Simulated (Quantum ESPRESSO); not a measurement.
```
BeS
1.0
    0.00000     2.43515     2.43515
    2.43515     0.00000     2.43515
    2.43515     2.43515     0.00000
Be S
1 1
Direct
  0.00000   0.00000   0.00000
  0.25000   0.25000   0.25000
```

The geometry is that of Materials Project entry mp-422, symmetrised and not relaxed again.

What does norm-conserving PBE (Quantum ESPRESSO, 88 Ry, without SOC) give for the electronic structure near the Fermi level?

The PBE gap is indirect, 3.14 eV, from Γ to X; the smallest direct gap is 5.62 eV.
